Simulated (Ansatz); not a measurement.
## Settings and field gradients in SiO2

Cell: an entry of the Crystallography Open Database (COD), atoms as given.

Space group P4_12_12 (No. 92); a = 4.9780, c = 6.9480 Å.

```
site  Wyckoff  site symmetry       x       y       z
  Si       4a            ..2  0.3000  0.3000  0.0000
   O       8b              1  0.2398  0.1032  0.1784
```

One atom of each set is listed.

Reference run. The numbers come from a DFT calculation in Ansatz (PBE, plane waves and PAW, scalar-relativistic, 420 eV cutoff, Γ-centred 5×5×4 k-points, Fermi–Dirac smearing 0.02 eV).

It gives V_zz (10²¹ V/m²) O 9.15 (η 0.14), Si -0.52 (η 0.83). Each of these runs changes the input as listed (caps on SCF iterations aside):

A. kpoints.mp_grid.grid: [5, 5, 4] → [6, 6, 5]
B. hamiltonian.dispersion: not typed → d3bj; basis.ecutwfc: not typed → 14.7 Ry; basis.xc_grid: not typed → 4

**Question.** How does each run end, and how far do the gradients move?

**Answer.** 

```
run   O V_zz (η)   Si V_zz (η)  largest change of a gradient tensor, all atoms                                         note
  A  9.15 (0.14)  -0.52 (0.83)                                            0.00                                    converged
  B  7.08 (0.15)  -0.54 (0.95)                                            2.07  converged; cutoff below the recommended one
```

Run B moves them most, on O (V_zz from 9.15 to 7.08).

Run B changes basis.ecutwfc, basis.xc_grid together, so the table can't tell their shares apart.

On the reference run: The calculated pressure of 7 GPa (PBE) comes largely from the unrelaxed atoms: it is 1.2 GPa once they are relaxed in the same cell. The largest force is 0.4 eV/Å, so the atoms aren't at the calculated equilibrium and relaxing them would move these values.
